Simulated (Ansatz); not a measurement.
Values for one crystal, relaxed and computed with PBEsol (plane waves, PAW; program Ansatz); other levels are named.

* **Volume per atom**: 13.89 Å³
* **Band gap**: 0.58 eV (smallest direct gap 0.58 eV)
* **Electronic dielectric constant ε∞ (DFPT)**: 7.76 (xx = yy), 4.80 (zz)
* **Valence-band maximum**: at Z
* **Gap with spin–orbit coupling**: 0.52 eV
* **Dynamical stability on the path**: unstable, down to 194i cm⁻¹
* **Debye temperature from the elastic constants**: 516 K

Which compound is it?
(A) SnO2, P4_2/nmc (Sn on 2a, O on 4d)
(B) CaTiO3, Pnma (Ca on 4c, Ti on 4b, O on 4c, O on 8d)
(C) WO3, P4/nmm (W on 2c, O on 2c, O on 4d)
(D) CaTiO3, R3c (Ca on 6a, Ti on 6a, O on 18b)

C, WO3, P4/nmm (W on 2c, O on 2c, O on 4d)

The first step of the workflow began from a Materials Project structure, measured or hypothetical; the Crystallography Open Database files this formula in space group No. 129, but the cells were not matched. Its standing as an ambient phase is unchecked. The PBEsol relaxation kept the symmetry of its start. No spin polarisation was allowed. No Hubbard U is applied. Scalar-relativistic: spin–orbit coupling is off unless named, which matters more the heavier the elements.

Potentials: the earlier of the program's two PAW sets. The files were generated under PBE; for other functionals the program regenerates the frozen cores, and for LDA and PBEsol the local potential too.
